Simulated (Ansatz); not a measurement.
# Ir (fcc)

The computed numbers are results of r²SCAN, scalar-relativistic (no spin polarisation) in the plane-wave PAW code Ansatz at 500 eV, 18×18×18 k-mesh, Gaussian smearing of 0.05 eV. The datasets are Ansatz's generated set soft_2.

```
Ir
1.0
     0.00000    1.92216    1.92216
     1.92216    0.00000    1.92216
     1.92216    1.92216    0.00000
Ir
1
Direct
  0.00000 0.00000 0.00000
```

**Question.** Which orbitals carry the states at the Fermi level, and how many states are there?

**Answer.** Within 0.1 eV of it: Ir 5d 97 % (shares among the projected shells). The density of states at the Fermi level is about 0.87 states/eV per cell, averaged over 0.3 eV.

Density of states (tetrahedra, averaged over 0.4 eV; states/eV per cell of 1 atom; energy in eV from the Fermi level; projections on Löwdin-orthogonalised atomic orbitals, summed over sites):

```
    E  total  Ir 5d  Ir 6s
-6.45   1.06   0.96   0.08
-6.05   0.75   0.71   0.03
-5.65   1.04   0.99   0.03
-5.25   1.04   0.98   0.03
-4.85   1.13   1.05   0.05
-4.45   1.25   1.14   0.07
-4.05   1.45   1.31   0.10
-3.65   1.76   1.62   0.08
-3.25   1.21   1.10   0.07
-2.85   1.00   0.90   0.05
-2.45   0.88   0.80   0.04
-2.05   1.09   1.01   0.04
-1.65   1.17   1.09   0.04
-1.25   0.91   0.85   0.03
-0.85   0.83   0.79   0.03
-0.45   0.81   0.77   0.02
-0.05   0.86   0.82   0.03
 0.35   1.04   0.99   0.03
 0.75   1.49   1.44   0.03
 1.15   0.95   0.89   0.04
 1.55   0.46   0.39   0.05
 1.95   0.25   0.16   0.06
 2.35   0.26   0.14   0.07
 2.75   0.26   0.13   0.08
 3.15   0.26   0.11   0.08
 3.55   0.26   0.10   0.09
 3.95   0.26   0.08   0.09
```

With 17 valence electrons in the calculation's cell and no magnetic order, the bands, two electrons each, can't all be full or empty: band theory demands a metal. (Only strong correlation, outside this picture, could make a Mott insulator of it.)

Spin–orbit coupling, which matters for such heavy elements, is left out.
